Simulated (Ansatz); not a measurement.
Consider the following.

HPbBrO:
```yaml
crystal:
  lattice:
    - [7.40396, 0.00000, 0.00000]
    - [0.00000, 4.09267, 0.00000]
    - [0.00000, 0.00000, 10.01052]
  atoms:
    - { symbol: H, position: [0.30011, 0.25000, 0.61666] }
    - { symbol: H, position: [0.69989, 0.75000, 0.38334] }
    - { symbol: H, position: [0.19989, 0.75000, 0.11666] }
    - { symbol: H, position: [0.80011, 0.25000, 0.88334] }
    - { symbol: Pb, position: [0.19653, 0.25000, 0.91711] }
    - { symbol: Pb, position: [0.80347, 0.75000, 0.08289] }
    - { symbol: Pb, position: [0.30347, 0.75000, 0.41711] }
    - { symbol: Pb, position: [0.69653, 0.25000, 0.58289] }
    - { symbol: Br, position: [0.05594, 0.75000, 0.68073] }
    - { symbol: Br, position: [0.94406, 0.25000, 0.31927] }
    - { symbol: Br, position: [0.44406, 0.25000, 0.18073] }
    - { symbol: Br, position: [0.55594, 0.75000, 0.81927] }
    - { symbol: O, position: [0.37853, 0.25000, 0.53945] }
    - { symbol: O, position: [0.62147, 0.75000, 0.46055] }
    - { symbol: O, position: [0.12147, 0.75000, 0.03945] }
    - { symbol: O, position: [0.87853, 0.25000, 0.96055] }
```

This is the r²SCAN+D4-relaxed structure. x, y and z are the axes in which the lattice vectors are written.

**Question.** All from the program Ansatz at the r²SCAN+D4 level (PAW), unless another level is named. Give the Hill bulk and shear moduli.

**Answer.** 32.7 and 13.0 GPa.

**Question.** And the elastic constants (relaxed ions, GPa)?

**Answer.** C11 = 50.4, C22 = 59.0, C33 = 47.0, C12 = 26.0, C13 = 22.1, C23 = 21.6, C44 = 10.5, C55 = 12.3, C66 = 14.2.

**Question.** Next, the highest zone-centre frequency (without LO–TO term)?

**Answer.** 3739 cm⁻¹.

Space group Pnma. The workflow started from a Materials Project entry (that database holds measured and hypothetical structures alike); the Crystallography Open Database copy checked does not list it. Its standing as an ambient phase is unchecked. The r²SCAN+D4 relaxation kept the symmetry of its start; of distortions, only those at the zone centre were tested. Spin–orbit coupling is left out wherever it is not named.

Potentials: the later of the program's two PAW sets.
